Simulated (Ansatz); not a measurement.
Below is a relaxed structure of Zn2InO. The cell was found from a structure generator's guess, not taken from experiment.

Theory: Ansatz 0.2.0, DFT PBE, scalar-relativistic, plane waves, PAW. Cutoff 420 eV, Γ-centred mesh, Gaussian smearing, no spin polarisation.

```
Zn In O
1.0
     3.20569    0.00000    0.00000
     0.00000    3.20569    0.00000
     0.00000    0.00000    6.84661
Zn In O
2 1 1
Direct
  0.50000 0.00000 0.82356
  0.00000 0.50000 0.17644
  0.50000 0.50000 0.50000
  0.00000 0.00000 0.00000
```

The zero of energy is the elements' standard structures at the same level (O₂ as a molecule); no fitted shifts are applied.

**Question.** Find its symmetry and describe it.

**Answer.** P-4m2 (No. 115). Conventional cell: a = 3.206 Å, c = 6.847 Å. Zn is surrounded by 2 O at 2.01 Å and 2 In at 2.73 Å; around In lie 4 Zn at 2.73 Å and 4 In at 3.21 Å; around O lie 4 Zn at 2.01 Å.

**Question.** What is its formation energy per atom?

**Answer.** −0.58 eV/atom. Whether it is stable depends on the other phases of the system, which aren't compared here.

**Question.** Is it a metal?

**Answer.** Yes, bands cross the Fermi level on the 14×14×8 mesh.

The last run used a 14×14×8 mesh (in the run's order of axes) for its 4-atom cell and Gaussian smearing of 0.10 eV. An odd number of electrons in the primitive cell allows no gap without spin; a larger cell or a magnetic state could open one. A later test with randomly moved atoms came back to the same energy, though modes that don't fit the test's cell weren't probed.
